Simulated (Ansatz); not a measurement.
Computed properties of C

C:
```yaml
crystal:
  lattice:
    - [0.00000, 3.73706, 3.73706]
    - [3.73706, 0.00000, 3.73706]
    - [3.73706, 3.73706, 0.00000]
  atoms:
    - { symbol: C, position: [0.57048, 0.28857, 0.57048] }
    - { symbol: C, position: [0.96143, 0.67952, 0.67952] }
    - { symbol: C, position: [0.57048, 0.57048, 0.28857] }
    - { symbol: C, position: [0.67952, 0.96143, 0.67952] }
    - { symbol: C, position: [0.57048, 0.57048, 0.57048] }
    - { symbol: C, position: [0.67952, 0.67952, 0.67952] }
    - { symbol: C, position: [0.28857, 0.57048, 0.57048] }
    - { symbol: C, position: [0.67952, 0.67952, 0.96143] }
```

Space group Fd-3m (No. 227); conventional cell a = b = c = 7.4741 Å, α = β = γ = 90.00°.

Method: r²SCAN (plane waves, PAW; program Ansatz). Geometry: relaxed at this level of theory. Other levels are named where they apply.

**Cell and energy**

```yaml
volume_per_atom: 13.05 Å³
density: 1.53 g/cm³
```

**Electronic structure**

```yaml
band_gap: 2.48 eV (smallest direct gap 2.48 eV)
valence_band_maximum: at Γ
conduction_band_minimum: on the K–Γ line, 89 % of the way from K (12 equivalent valleys)
Hole effective mass, band 1 of 2 at the edge: 0.47 along [100], 0.32 along [110], 0.24 along [111] (mₑ)
Hole effective mass, band 2 of 2 at the edge: 0.16 along [100], 0.19 along [110], 0.24 along [111] (mₑ)
HSE06 gap on the r²SCAN cell: 3.20 eV
```

**Mechanics**

```yaml
Bulk modulus (Birch–Murnaghan fit): 167 GPa
Pressure derivative B′: 3.8
Elastic constants (relaxed ions, GPa): C11 = 201, C12 = 150, C44 = 71.1
mechanical_stability: stable (all eigenvalues of C positive)
hill_bulk_and_shear_moduli: 167 and 47.0 GPa
Young's modulus: 129 GPa
Poisson's ratio: 0.37
debye_temperature_from_the_elastic_constants: 790 K
```

The start of the workflow was typed in or built on a structure type. Its sites differ from those of the usual phase in this space group: another stacking or structure type. The r²SCAN relaxation kept the symmetry of its start; its stability against distortions is not shown here.

Potentials: the earlier of the program's two PAW sets.
